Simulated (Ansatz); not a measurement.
GaSb (zinc blende)

```cif
data_GaSb
_chemical_formula_sum 'Sb1 Ga1'
_space_group_name_H-M_alt 'P 1'
_space_group_IT_number 1
_cell_length_a 4.33706
_cell_length_b 4.33706
_cell_length_c 4.33706
_cell_angle_alpha 60.000
_cell_angle_beta 60.000
_cell_angle_gamma 60.000
loop_
_space_group_symop_operation_xyz
  'x, y, z'
loop_
_atom_site_label
_atom_site_type_symbol
_atom_site_fract_x
_atom_site_fract_y
_atom_site_fract_z
_atom_site_occupancy
Sb1 Sb 0.75000 0.75000 0.75000 1
Ga1 Ga 0.00000 0.00000 0.00000 1
```

This relaxed cell (volume V₀) is scaled evenly in all directions, its shape held. Symmetry pins the atoms to their sites.

These are r2SCAN (plane waves to 500 eV, PAW, scalar-relativistic; Ansatz, an electronic-structure program) values and carry that method's errors. k mesh 13×13×13 (Γ-centred), Fermi-Dirac smearing 0.05 eV. E stands for the smeared free energy. Stress and pressure are positive under compression. GaSb was relaxed with its symmetry unable to fall. Spin-orbit coupling is left out, though Sb is heavy. The PAW data are Ansatz's earlier set. ΔE is measured from the relaxed starting cell.

The scan covers V/V₀ from 0.840 to 1.160 in 11 points.

What is the fitted pressure derivative B₀′?

4.7.

What bulk modulus B₀ follows from a third-order Birch-Murnaghan fit?

52.9 GPa.

(A scan under strain: stresses follow from slopes of the energy per volume, elastic moduli from its curvatures.)
